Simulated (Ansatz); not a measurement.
ScPtN2 (R-3m), relaxed with r²SCAN (Ansatz, a quantum-chemistry and plane-wave program, plane waves, PAW): a = b = 3.239 Å, c = 17.919 Å, α = β = 90.00°, γ = 120.00°.

| Item | Value |
|---|---|
| ΔH_f (eV/atom) | -0.33 |
| B₀ by P(V) fit (GPa) | 110 |

Problem. The same phase is relaxed and computed with PBE in the same code. What are the cell and these values now?

Solution. a = 3.263 Å, b = 3.263 Å, c = 17.968 Å, α = 90.00°, β = 90.00°, γ = 120.00°.

ΔH_f (eV/atom): -0.21
B₀ by P(V) fit (GPa): 105

Typed or built starts, not in the databases checked: ScPtN2, R-3m (Sc on 3b, Pt on 3a, N on 6c). All cells were relaxed under the symmetry of their starts (and spin orders); stability against distortions was not tested throughout. Rows with no word on spin ran without spin polarisation. Spin–orbit coupling is left out wherever it is not named.

Potentials: the later of the program's two PAW sets.

Ansatz is a plane-wave DFT program.

Formation energies count from the lowest solids of the elements computed at the same level, not from gases.
